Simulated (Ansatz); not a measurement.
## Mo: energy along a strain

Mo, P6/mmm, a = 2.736 Å, c = 2.555 Å (as given, not relaxed at this level: 0.5 GPa). This isn't the element's structure at ambient conditions. Ansatz: r2SCAN, PAW, 500 eV, Γ-centred 18×18×18 mesh on 1 atom, Gaussian smearing 0.15 eV; no spin polarisation. Cell vectors (Å): 2.736 0.000 0.000; -1.368 2.369 0.000; 0.000 0.000 2.555. The cell is strained by x per cent times the pattern (1 -1 0 0 0 0) in the order xx yy zz yz xz xy (engineering shears), with fractional coordinates held. y is the free energy over the start, V0 = 16.559 Å³/atom. Points with a strain past 8.5 % were computed too (3) and aren't used here.

```
x (%) y (meV/atom)
-7.50         11.83
-5.00         -8.26
-2.50             ?
 0.00          0.00
 2.50         -5.90
 5.00        -18.55
 7.50        -25.85
```

Q: Fit y = c1 x + c2 x² + c3 x³ to the other rows, get the stiffness along the pattern, and predict the missing energy.

A: Least squares on the rows shown. y = −0.34263 x − 0.19518 x² − 0.037800 x³. The clamped-ion stiffness p·C·p = 2 × -1.952 eV × 160.2 / 16.559 Å³ = -38 GPa (second derivative at the start, which stands under stress). With a term in x⁴ added, the coefficient of x² becomes -0.8723, 347 % more, which shows how far this figure hangs on the form. At x = -2.50 the fit asked for gives 0.23 meV/atom. The run gave -4.34 meV/atom, so the fit is 4.57 meV/atom too high, within the rms miss on the fitted rows (6.18 meV/atom): the form describes this series only roughly.